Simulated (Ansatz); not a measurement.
HfO₂ (baddeleyite type, space group P2_1/c)

```
CELL_PARAMETERS angstrom
      5.16120     0.00000     0.00000
      0.00000     5.21182     0.00000
     -0.89809     0.00000     5.27640
ATOMIC_POSITIONS crystal
  Hf 0.27574 0.04289 0.20837
  Hf 0.72426 0.54289 0.29163
  Hf 0.72426 0.95711 0.79163
  Hf 0.27574 0.45711 0.70837
  O  0.06715 0.32865 0.34844
  O  0.93285 0.82865 0.15156
  O  0.93285 0.67135 0.65156
  O  0.06715 0.17135 0.84844
  O  0.44917 0.75721 0.47664
  O  0.55083 0.25721 0.02336
  O  0.55083 0.24279 0.52336
  O  0.44917 0.74279 0.97664
```

The slice is a (1 0 -1) plane (indices of the conventional cell) through the point (0.276, 0.457, 0.708) (fractional), spanned by u = [010] and v = [101] in vectors of this cell: u (5.21 Å) and v (6.78 Å, at 90° to u). It covers one period; positions are fractions (u, v).

Method: PBE (plane waves to 420 eV, PAW, scalar-relativistic; Ansatz, a program for electronic structure). k mesh 5×5×5. Near the nuclei the fields are pseudised (PAW); where an atom keeps semicore shells as valence, they peak there. HfO2 is run without spin polarisation. HfO2 was relaxed with its symmetry unable to fall. Spin-orbit coupling is left out, though Hf is heavy.

Question: Around which element is the density of the highest valence band (whole band, smooth part) largest on this plane?

Answer: O. Mean over a disc round each atom, of radius 0.45 times the shortest bond: O 0.019, Hf 0.002 e/Å³.

Question: Around which element is the density of the lowest conduction band (whole band as if filled, smooth part) largest on this plane?

Answer: Hf. Mean over a disc round each atom, of radius 0.45 times the shortest bond: Hf 0.039, O 0.009 e/Å³.

Question: Sketch the density of the lowest conduction band (whole band as if filled, smooth part) on this plane as a map.

Answer: 
```
|128731000000113541|
|203321000000011111|
|100110000000000001|
|000000000000000000|
|000000000000000000|
|000000000000000000|
|001100000000000100|
|012200000000000000|
|047410000000000000|
|059510000000000010|
|035111000000000011|
|254011000000000012|
|376211000000000012|
|243210000000000001|
|111000000000000000|
|000000000000021010|
|000000000000021010|
|000001100000010000|
|000001100000000000|
|000000000000000000|
|110000000000011100|
|111110000000112430|
|014521000000124881|
|029831000000124981|
```
Scale: ten equal steps from 0.000 (start of '0') to 0.113 (end of '9'), in the order '0123456789'. Values: density of the lowest conduction band (whole band as if filled, smooth part) in e/Å³. The map has 18 points along u (one character each, u = 0 at the left) and 24 along v (v = 0 in the bottom row).
